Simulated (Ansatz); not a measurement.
Method: PBE, no spin polarisation; PAW, plane waves to 420 eV, 8×8×8 Γ-centred mesh, fermi-dirac occupations (width 0.1 eV) (Ansatz 0.2.0), atoms fixed.

Computed maps in the lattice plane spanned by a (left to right, 4.69 Å, 14 points from zero) and b (bottom to top, 4.69 Å, 14 points from zero), 90° apart, at height 0.500 along c. The fields are smooth PAW ones with compensation charges, not the true ones near nuclei.

Valence density. Digits on a logarithmic scale: 0 up to 0.03 e/Å³, each further digit a factor of 1.6, 9 from 1.3 e/Å³ up:
```
56799765444444
57999975433334
69999996433334
69999996433334
57999975433334
56799765444444
45566554556655
54444445679976
54333345799997
64333346999999
64333346999999
54333345799997
54444445679976
45566554556655
```

ELF. Ten even steps from '0' (0.18) to '9' (0.68):
```
20266202211112
12799721110011
26966962100001
26966962100001
12799721110011
20266202211112
32122123212212
22111122026620
11100111279972
21000012696696
21000012696696
11100111279972
22111122026620
32122123212212
```

The cell is BaBi$_{2}$Ir$_{2}$. Which atoms lie within 0.2 Å of this plane, and where (fractions of a and b)?

Ir at (0.75, 0.25), Ir at (0.25, 0.75). The whole cell:
```
Ir Bi Ba
1.0
     0.00000    4.69085    0.00000
     4.69085    0.00000    0.00000
     2.34543    2.34543   -6.79905
Ir Bi Ba
2 2 1
Direct
  0.75000 0.25000 0.50000
  0.25000 0.75000 0.50000
  0.37500 0.37500 0.25000
  0.62500 0.62500 0.75000
  0.00000 0.00000 0.00000
```

Origin: a known structure type with other elements, at an estimated volume, so it need not be a known compound. Caveats: atoms or cell far from equilibrium.
